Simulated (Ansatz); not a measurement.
Input and output for bcc V (100), 1 layer: DFT, PBE, norm-conserving pseudopotentials, Ansatz's default files, scalar-relativistic (Ansatz 0.2.0).

The slab is cut from a bulk crystal relaxed on PAW files (its atoms may have been relaxed since).

Command: `ansatz run input.yaml --threads 1 --pin off --max-ram 3584MiB --backend cpu --events-out ev --progress --plain --runs-dir out` It took 9.4 s on 1 thread of Arm Neoverse V2 (shared host), peak memory 0.47 GiB.

```yaml
crystal:
  lattice:
    - [2.9970992482, 0.0, 0.0]
    - [0.0, 2.9970992482, 0.0]
    - [0.0, 0.0, 16.0]
  atoms:
    - { symbol: V, position: [0.0, 0.0, 0.5] }
kpoints:
  mp_grid: { grid: [11, 11, 1] }
scf:
  occupations: { method: fermi_dirac, width: 0.05 }
hamiltonian:
  xc: pbe
  pseudopotentials: { kind: nc }
output:
  forces: true
  stress: true
  eigenvalues: true
efield:
  axis: 3
  amplitude: 0
  dipole_correction: true
```

Output:

```
Engine: ansatz 0.2.0
Pseudopotentials: kind: nc
Pseudopotential: V, nc, valence charge 13, recommended cutoff 1142.878222 eV (normal), V.nc.azcp
Functional definition: PBE
  parameter kappa = 0.804
  parameter beta = 0.06672455060314922
  exchange = pbe_x(kappa = kappa, mu = beta*pi^2/3)
  correlation = pbe_c(beta = beta)
Crystal: 1 atoms, lattice volume = 143.722 Å³
Basis set: ecut = 1142.878222 eV, 12645 PW (Γ), exchange–correlation on 72×72×360 points (8 copies of the dense FFT grid, shifted against one another)
Bands: 11, of which v1, the nominal top of the filled ones, is band 7 counted from 1 (6 counted from 0)
Symmetry: 8 space group operations
k-points: 21 of 121
Non-local potential: V, projectors of the file, l = 0: 2, l = 1: 2, l = 2: 2
Initial density: superposition of atomic densities (neutral atoms: chi_scale 0, normalization atom)
Initial wavefunctions: pseudopotential atomic-orbital guess
Functional: x = pbe(κ = 0.804, μ = 0.2195149727645171), c = pbe(β = 0.06672455060314922)
SCF iter   1: F=—  HF=-2085.941440 eV  |F-HF|=—  |Δ(HF+E_count)|=         —  Δρ=3.48e-2  dr2=1.52e0  ethr=3.10e-3  p=0.000 e·Å  D=5.94e-16 V/Å  ΔV_dip=-0.00 eV  dr2_dipole=2.23e-11  V_vac-E_F(+/−)=6.01/6.01 eV  ⟨swp⟩=6.2  Hψ=1599  notcnv=0
efield: sawtooth ramp at fractional position 0.9500 (placed from the atoms, in the widest stretch of the axis that holds none; the zero of the levels goes with the place), width 0.1000; the density the first Hamiltonian is built on has a dipole p = 0.000 e·Å; the dipole correction subtracts the counter field D = 5.94e-16 V/Å, which shifts the + side's vacuum level by -0.00 eV against the − side's; the planar-averaged density in the ramp window peaks in size at 1.7e-8 e/Å³
preconditioner: auto → LDOS  [metal: Δε(μ)=0.011 eV  Ē_g=2.400 eV  σ=0.050 eV  W_gap=0.05  n_scr=8 (ndim 8)  ℏωp=6.9 eV  f_vac=0.676  D(μ)=4.83/eV (n_scr^D=40)  β→1.0]
SCF iter   2: F=—  HF=-2085.630725 eV  |F-HF|=—  |Δ(HF+E_count)|=   3.11e-1  Δρ=2.33e-2  dr2=2.17e-1  ethr=3.10e-3  p=-0.000 e·Å  D=-8.42e-6 V/Å  ΔV_dip=0.00 eV  dr2_dipole=5.44e-10  V_vac-E_F(+/−)=4.84/4.84 eV  ⟨swp⟩=2.5  Hψ=572  notcnv=0
SCF iter   3: F=—  HF=-2085.612952 eV  |F-HF|=—  |Δ(HF+E_count)|=   1.78e-2  Δρ=7.34e-3  dr2=7.39e-2  ethr=1.67e-3  p=-0.000 e·Å  D=-2.69e-6 V/Å  ΔV_dip=0.00 eV  dr2_dipole=6.90e-12  V_vac-E_F(+/−)=4.75/4.75 eV  ⟨swp⟩=2.4  Hψ=347  notcnv=0
SCF iter   4: F=—  HF=-2085.605185 eV  |F-HF|=—  |Δ(HF+E_count)|=   7.77e-3  Δρ=2.14e-3  dr2=1.23e-2  ethr=5.68e-4  p=-0.000 e·Å  D=-1.26e-6 V/Å  ΔV_dip=0.00 eV  dr2_dipole=8.21e-14  V_vac-E_F(+/−)=4.44/4.44 eV  ⟨swp⟩=2.0  Hψ=349  notcnv=0
SCF iter   5: F=—  HF=-2085.603086 eV  |F-HF|=—  |Δ(HF+E_count)|=   2.10e-3  Δρ=3.38e-4  dr2=4.70e-4  ethr=9.49e-5  p=-0.000 e·Å  D=-4.94e-7 V/Å  ΔV_dip=0.00 eV  dr2_dipole=9.94e-13  V_vac-E_F(+/−)=4.23/4.23 eV  ⟨swp⟩=2.0  Hψ=284  notcnv=0
SCF iter   6: F=—  HF=-2085.603038 eV  |F-HF|=—  |Δ(HF+E_count)|=   4.83e-5  Δρ=8.19e-5  dr2=1.92e-5  ethr=3.61e-6  p=0.000 e·Å  D=1.07e-8 V/Å  ΔV_dip=-0.00 eV  dr2_dipole=3.33e-14  V_vac-E_F(+/−)=4.18/4.18 eV  ⟨swp⟩=2.0  Hψ=314  notcnv=0
SCF iter   7: F=—  HF=-2085.603060 eV  |F-HF|=—  |Δ(HF+E_count)|=   2.19e-5  Δρ=2.10e-5  dr2=2.32e-7  ethr=1.48e-7  p=0.000 e·Å  D=4.12e-8 V/Å  ΔV_dip=-0.00 eV  dr2_dipole=1.34e-15  V_vac-E_F(+/−)=4.17/4.17 eV  ⟨swp⟩=2.0  Hψ=285  notcnv=0
SCF iter   8: F=-2085.603060 eV  HF=-2085.603060 eV  |F-HF|=2.66e-8  |Δ(HF+E_count)|=   4.71e-7  Δρ=3.65e-6  dr2=6.33e-9  ethr=7.69e-10  p=0.000 e·Å  D=3.40e-8 V/Å  ΔV_dip=-0.00 eV  dr2_dipole=8.89e-15  V_vac-E_F(+/−)=4.17/4.17 eV  ⟨swp⟩=7.2  Hψ=1248  notcnv=0
SCF 1 converged in 8 iterations: F = -2085.603060 eV  dr2 = 6.33e-9
SCF converged after 8 iterations
Free energy (F): -2085.603060 eV
Harris-Foulkes:  -2085.603060 eV  (|F-HF|=2.66e-8)
Internal energy: -2085.556591 eV  (E = F + TS)
E sigma→0 (E₀):  -2085.579825 eV
Entropy (-TS):   -0.046470 eV (-46.470 meV/atom)
Fermi energy:    -1.955339 eV
Dipole field:    D = -0.000000 V/Å  (p = -0.000000 e·Å, saw-weighted, corrected)
Work function:   Φ+ = 4.1682 eV   Φ− = 4.1682 eV
Levels:          The Fermi level and band energies are counted from a zero that moves with the ramp; work functions are not
--- Per-component energies (eV) ---
  E_band       = -387.616466
  E_kinetic    = 831.924623
  E_local      = -5516.122184  (includes V_loc(G=0)·N_el)
  E_nonlocal   = 10.409120
  E_hartree    = 2304.103420
  E_xc         = -402.060947
  E_vxc        = -322.032884  (∫ρ·V_xc dr)
  E_efield     = 0.000000  (sawtooth field / dipole correction)
  E_vefield    = 0.000000  (∫n·V_field dr)
  E_ewald      = 686.189377
  E_smearing   = -0.046470  (= −TS)
  E_closure    = -0.000000  (closes the sum)
  Σ components = -2085.603060   (vs F -2085.603060, Δ=0.00e0)
--- Forces (eV/Å), atoms counted from 1 ---
  atom   1  V      0.00000000     0.00000000     0.00000008
  max |Σ_I F_I| component: 7.55e-8 eV/Å
--- Stress (GPa, compression-positive) ---
       -5.567159       0.000000       0.000000
        0.000000      -5.567159       0.000000
        0.000000       0.000000      -0.000043
  P = ⅓ Tr σ = -3.7115 GPa (-37.115 kbar)
--- Band table (eV; the first three rows and the last of 21) ---
  k-point 0: bands = ["-66.3960", "-40.4222", "-40.0470", "-40.0470", "-5.4007", "-2.7821", "-2.2193", "-1.2332", "-1.0034", "-1.0034", "-0.3300"]
  k-point 1: bands = ["-66.3949", "-40.4211", "-40.0590", "-40.0460", "-5.2425", "-2.7186", "-2.1720", "-1.5383", "-0.9940", "-0.6364", "-0.3987"]
  k-point 2: bands = ["-66.3918", "-40.4180", "-40.0910", "-40.0434", "-4.7884", "-2.5412", "-2.0350", "-1.8978", "-0.9687", "-0.5764", "-0.0637"]
  k-point 20: bands = ["-66.3681", "-40.3946", "-40.1777", "-40.1775", "-3.0505", "-2.0938", "-2.0677", "-1.2496", "0.0340", "2.2272", "2.9644"]
```

The norm-conserving files are those that the library serves for this functional. The cell is 1×1, so reconstructions are forbidden, and in slabs of four or five layers the relaxations can be far larger than at a real surface.
